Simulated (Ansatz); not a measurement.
Starting cell, AlNi (CsCl type):

```yaml
crystal:
  lattice:
    - [2.89304, 0.00000, 0.00000]
    - [0.00000, 2.89304, 0.00000]
    - [0.00000, 0.00000, 2.89304]
  atoms:
    - { symbol: Al, position: [0.00000, 0.00000, 0.00000] }
    - { symbol: Ni, position: [0.50000, 0.50000, 0.50000] }
```

Scan: atom 2 (Ni, nearest neighbour Al at 2.505 Å; its periodic images, 2.9 Å or more away, move with it) is displaced along Cartesian x, direction (1.000, 0.000, 0.000) in Cartesian axes, by s. The other atoms stay.

All values below come from PBE (plane waves to 420 eV, PAW, scalar-relativistic; Ansatz, a first-principles code). k mesh 13×13×13 (Γ-centred), Fermi-Dirac smearing 0.05 eV. Energies are smeared free energies. Stress and pressure are positive under compression. With partly filled bands, energies and forces of such displacements shift with the k mesh and the smearing. F∥ is the force on the atom along that direction. AlNi is run without spin polarisation. AlNi was relaxed with its symmetry unable to fall. The zero of ΔE is the undisplaced structure.

| s (Å) | ΔE (eV/cell) | F∥ (eV/Å) | P (GPa) |
|---|---|---|---|
| -0.500 | 0.706 | 2.781 | 14.8 |
| -0.400 | 0.453 | 2.257 | 9.7 |
| -0.300 | 0.255 | 1.701 | 5.5 |
| -0.200 | 0.113 | 1.134 | 2.4 |
| -0.100 | 0.028 | 0.566 | 0.5 |
| 0.000 | 0.000 | 0.000 | -0.1 |
| 0.100 | 0.028 | -0.566 | 0.5 |
| 0.200 | 0.113 | -1.134 | 2.4 |
| 0.300 | 0.255 | -1.701 | 5.5 |
| 0.400 | 0.453 | -2.257 | 9.7 |
| 0.500 | 0.706 | -2.781 | 14.8 |

Derived quantities:

The energy at s = 0.500 Å comes out as 706 meV/cell and the force along the line at s = -0.500 Å comes out as 2.78 eV/Å. The force constant k = d²E/ds² at s = 0 (finite differences) comes out as 5.66 eV/Å². The zone-centre optical wavenumber from k is 289 cm⁻¹. Symmetry of the curve: even: the same for both signs. Shape of the curve: a single well with its minimum at or next to zero displacement. Harmonic estimate at the end of the scan: ½ks² = 708 meV/cell against the computed 706 meV/cell, so the well is close to harmonic there.

(For displaced atoms, the force is minus the slope of the energy, and its curvature is a force constant, which sets phonon frequencies.)
